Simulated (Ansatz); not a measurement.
Response properties of LuCd (Pm-3m)

Conventional cell: a = 3.609 Å, b = 3.609 Å, c = 3.609 Å, α = 90.00°, β = 90.00°, γ = 90.00°. Lu (atom 1) is surrounded by 8 Cd at 3.13 Å. Cd (atom 2) is surrounded by 8 Lu at 3.13 Å.

The structure is one entry of a database and needn't be the stable phase. Ansatz runs use the cell relaxed by PAW under their functional.

**Question.** What do its conduction electrons give? (PBEsol, all-electron LAPW in Ansatz 0.2.0, scalar-relativistic; a = 3.609 Å; k mesh 10×10×10, fine mesh 16×16×16, Fermi-Dirac smearing of 0.080 eV, basis error target 1 meV/atom)

**Answer.** Fermi-surface sums: N(E_F) = 0.75 states/eV/atom, ħω_p (r.m.s. of x, y, z) = 4.7 eV, Fermi speed = 0.49×10⁶ m/s.

**Question.** How stiff is it? (PBEsol, all-electron LAPW in Ansatz 0.2.0, scalar-relativistic; a = 3.609 Å; k mesh 12×12×12, strains of ±0.005, Fermi-Dirac smearing of 0.050 eV, basis error target 0.5 meV/atom)

**Answer.** Elastic moduli (Hill averages, relaxed ions; θ_D from sound speeds over directions): B = 69.6 GPa, G = 30.9 GPa, C11 = 86.9 GPa, C44 = 54.5 GPa, ν = 0.307, θ_D = 196 K.

**Question.** How does it vibrate? (PBEsol, all-electron LAPW in Ansatz 0.2.0, scalar-relativistic; a = 3.609 Å; k mesh 8×8×8, Fermi-Dirac smearing of 0.100 eV, basis error target 1 meV/atom; q mesh 2×2×2)

**Answer.** Harmonic phonons by finite displacements (negative means unstable): highest mode = 133 cm⁻¹, lowest at X = 81.0 cm⁻¹, lowest at M = 33.7 cm⁻¹, lowest at R = 89.2 cm⁻¹, highest at Γ = 117 cm⁻¹.

Keep in mind: these sums move with the mesh, by several per cent and more for small sheets (Fermi surface); responses of metals move with mesh and smearing (moduli, phonons).
